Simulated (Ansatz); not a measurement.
Structure search: one SiBr candidate

Level of theory: DFT PBE, scalar-relativistic, plane waves, PAW in Ansatz. Cutoff 420 eV, Gaussian smearing, Γ-centred meshes. Cell and atoms relax first on a coarse mesh and then on a finer one. In between, the cell is made exact in the group found at 0.06 Å. In metals the finer mesh still leaves noise of several meV/atom or more. The steps can't lower the symmetry of their start. No spin polarisation.

Recipe of this trial structure of SiBr: random cell by space group and Wyckoff sites (Pmmm, No. 47). Lengths were set from tabulated atomic sizes, so they are only a guess.

```yaml
crystal:
  lattice:
    - [3.13896, 0.00000, 0.00000]
    - [0.00000, 4.17799, 0.00000]
    - [0.00000, 0.00000, 4.27918]
  atoms:
    - { symbol: Si, position: [0.00000, 0.00000, 0.00000] }
    - { symbol: Br, position: [0.50000, 0.50000, 0.00000] }
```

Energies over the elements count from the elements' standard structures at the same level, with no fitted energy shifts. The references include crystalline Br.

Problem. Describe the relaxed structure.

Solution. The symmetry stays Pmmm (No. 47). The volume per atom shrinks by 11.3 %, from 28.1 to 24.9 Å³. The shortest distance goes from 2.61 Å (Si–Br) to 2.78 Å (Si–Br). The energy falls by about 0.39 eV/atom (the start's value is from the coarse mesh). The end is written in a standard setting, so origin, axes and order of atoms can differ from the start's. Conventional cell: a = 3.242 Å, b = 3.698 Å, c = 4.153 Å. Si has 4 Br at 2.78 Å; around Br lie 4 Si at 2.78 Å.

```cif
data_structure
_symmetry_space_group_name_H-M 'Pmmm'
_symmetry_Int_Tables_number 47
_cell_length_a 3.2425
_cell_length_b 3.6977
_cell_length_c 4.1526
_cell_angle_alpha 90.000
_cell_angle_beta 90.000
_cell_angle_gamma 90.000
_cell_volume 49.79
loop_
_atom_site_label
_atom_site_type_symbol
_atom_site_symmetry_multiplicity
_atom_site_Wyckoff_symbol
_atom_site_fract_x
_atom_site_fract_y
_atom_site_fract_z
_atom_site_occupancy
Si1 Si 1 a 0.00000 0.00000 0.00000 1
Br1 Br 1 g 0.00000 0.50000 0.50000 1
```

Problem. How does it come out in energy, and is it a metal?

Solution. The energy over the elements is +0.43 eV/atom and the gap on the 16×14×14 mesh of the 2-atom cell is 0 eV (a metal).

A positive value: parting into the elements would lower its energy.

The last run used Gaussian smearing of 0.10 eV. Weakly bound directions are ill-defined at this level, which has no dispersion term. An odd number of electrons in the primitive cell allows no gap without spin; a larger cell or a magnetic state could open one. The cell is a metal run without spin; a magnetic state may lie lower. The reference form of Br is held partly by dispersion forces, which this level lacks. Symmetry constrained the relaxation, so the result can be a saddle point.
